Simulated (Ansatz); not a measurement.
Relaxed polymorphs of WSe₂. Computed with PBEsol (plane waves to 420 eV, PAW, scalar-relativistic; Ansatz, a quantum-chemistry and plane-wave program). One row is withheld; estimate it from its structure type, its coordination and the trend of the others.

```
structure                                                                                coordination  E − E(first row) (eV/atom)  V (Å³/atom)  gap (eV, no SOC)
-----------------------------------------------------------------------------  ----------------------  --------------------------  -----------  ----------------
P6₃/mmc, hP6, AFLOW prototype AB2_hP6_194_c_f (C7, as in MoS2), non-magnetic                        –                       0.000        20.42              1.02
P4₂/mnm, tP6, rutile type, non-magnetic                                        Se 3, W 6 (octahedral)                         [?]          [?]               [?]
P-6m2, hP6, non-magnetic                                                                            –                        0.63        18.98              0.00
Fm-3m, cF12, AFLOW prototype AB2_cF12_225_a_c (C1, as in CaF2), ferromagnetic                       –                        0.76        19.55              0.00
I4₁/amd, tI12, anatase type, non-magnetic                                      Se 3, W 6 (octahedral)                        0.64        18.94              0.00
Pa-3, cP12, ferromagnetic                                                                           –                        0.65        19.59              0.00
Fd-3m, cF48, AFLOW prototype AB2_cF48_227_c_e (as in Ti2C), non-magnetic                            –                        0.39        19.41              0.00
Pnnm, oP6, AFLOW prototype AB2_oP6_58_a_g (as in Fe2C), non-magnetic                                –                        0.38        18.93              0.00
```

Problem. Complete the blanks.

Solution. 
- P4₂/mnm, tP6, rutile type, non-magnetic, E − E(first row) (eV/atom): 0.49
- P4₂/mnm, tP6, rutile type, non-magnetic, V (Å³/atom): 20.88
- P4₂/mnm, tP6, rutile type, non-magnetic, gap (eV, no SOC): 0.00

The withheld cell: P4₂/mnm (No. 136), tP6, rutile type; a = 6.151 Å, b = 6.151 Å, c = 3.311 Å, α = 90.00°, β = 90.00°, γ = 90.00°; Se 4f (0.215, 0.215, 0.000); W 2b (0.000, 0.000, 0.500); non-magnetic. Coordination numbers (neighbours up to the widest gap in distance over summed covalent radii, below 1.35; n+m marks a second, longer set; metal–metal contacts left out).

Probably no minimum, since a slightly shaken restart fell lower: P4₂/mnm, tP6, rutile type, non-magnetic (by 0.12 eV/atom, to Pnnm).  2 generated cells of layers, chains or molecules, poorly bound without dispersion, are left out. Each run could gain symmetry but not lose that of its start, so entries can be saddle points. From databases, or of a type measured for this composition: P6₃/mmc, hP6, AFLOW prototype AB2_hP6_194_c_f (C7, as in MoS2), non-magnetic; the others are generated cells (placed on structure types, drawn at random, substituted or restacked) that were not matched to a known phase here. Each structure is listed in the lowest spin state found for it. Static energies at zero pressure. Spin states reached: non-magnetic, ferromagnetic; non-magnetic ones ran without spin or lost their moments; spin orders were not searched systematically. Without a van der Waals term the distances between weakly bound units are poorly fixed. Spin-orbit coupling is missing; with elements this heavy it can move band edges by tenths of an eV or more.
